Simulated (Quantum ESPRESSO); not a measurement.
## Band energies of CsLiBr2

```xyz
8
Lattice="5.1812 0.0000 0.0000 0.0000 5.1812 0.0000 0.0000 0.0000 9.9301" Properties=species:S:1:pos:R:3 pbc="T T T"
Li     2.5906     0.0000     0.8190
Li     0.0000     2.5906     9.1110
Br     0.0000     2.5906     6.6126
Br     2.5906     0.0000     3.3174
Br     0.0000     0.0000     0.0000
Br     2.5906     2.5906     0.0000
Cs     0.0000     2.5906     2.9793
Cs     2.5906     0.0000     6.9507
```

norm-conserving PBEsol (Quantum ESPRESSO, 74 Ry, scalar-relativistic); path ΓXMΓZRAZ,XR,MA; energies in eV from the valence-band maximum.

| k (1/Å) | point | band 22 | band 23 | band 24 | band 25 | band 26 | band 27 | band 28 | band 29 |
|---|---|---|---|---|---|---|---|---|---|
| 0.00 | Γ | -0.54 | -0.54 | -0.47 | -0.28 | -0.28 | 4.14 | 4.96 | 5.23 |
| 0.20 |  | -0.66 | -0.61 | -0.49 | -0.47 | -0.40 | 4.56 | 5.26 | 5.43 |
| 0.61 | X | -0.92 | -0.76 | -0.76 | -0.61 | -0.61 | 6.17 | 6.17 | 6.46 |
| 0.81 |  | -0.89 | -0.73 | -0.73 | -0.54 | -0.54 | 5.92 | 5.92 | 6.40 |
| 1.21 | M | -0.66 | -0.37 | -0.37 | 0.00 | 0.00 | 5.09 | 5.09 | 6.40 |
| 1.38 |  | -0.67 | -0.46 | -0.38 | -0.31 | -0.04 | 5.23 | 5.29 | 6.37 |
| 1.73 |  | -0.80 | -0.60 | -0.50 | -0.47 | -0.20 | 5.05 | 5.80 | 5.81 |
| 2.07 | Γ | -0.54 | -0.54 | -0.47 | -0.28 | -0.28 | 4.14 | 4.96 | 5.23 |
| 2.07 | Z | -0.68 | -0.46 | -0.46 | -0.30 | -0.30 | 4.94 | 5.01 | 5.31 |
| 2.47 |  | -0.89 | -0.68 | -0.64 | -0.57 | -0.56 | 5.71 | 5.96 | 6.17 |
| 2.68 | R | -1.02 | -0.74 | -0.74 | -0.57 | -0.57 | 6.14 | 6.14 | 6.58 |
| 2.98 |  | -0.73 | -0.60 | -0.60 | -0.46 | -0.46 | 5.70 | 5.70 | 6.36 |
| 3.13 |  | -0.58 | -0.57 | -0.57 | -0.14 | -0.14 | 5.65 | 5.65 | 6.03 |
| 3.28 | A | -0.56 | -0.52 | -0.52 | 0.00 | 0.00 | 5.72 | 5.72 | 5.90 |
| 3.43 |  | -0.58 | -0.55 | -0.53 | -0.22 | -0.03 | 5.55 | 5.78 | 5.95 |
| 3.71 |  | -0.82 | -0.59 | -0.55 | -0.49 | -0.18 | 5.42 | 5.76 | 5.83 |
| 3.85 |  | -0.70 | -0.58 | -0.58 | -0.48 | -0.25 | 5.30 | 5.51 | 5.60 |
| 4.14 | Z | -0.68 | -0.46 | -0.46 | -0.30 | -0.30 | 4.94 | 5.01 | 5.31 |
| 4.14 | X | -0.92 | -0.76 | -0.76 | -0.61 | -0.61 | 6.17 | 6.17 | 6.46 |
| 4.46 | R | -1.02 | -0.74 | -0.74 | -0.57 | -0.57 | 6.14 | 6.14 | 6.58 |
| 4.46 | M | -0.66 | -0.37 | -0.37 | 0.00 | 0.00 | 5.09 | 5.09 | 6.40 |
| 4.77 | A | -0.56 | -0.52 | -0.52 | 0.00 | 0.00 | 5.72 | 5.72 | 5.90 |

The PBEsol gap is indirect, 4.14 eV, from M to Γ; the smallest direct gap is 4.42 eV.

Spin-orbit splittings are left out.

Geometry of the Materials Project entry, not relaxed at this level.

The structure is a Materials Project entry; no match was found in the copy of COD used, and its stability was not checked.
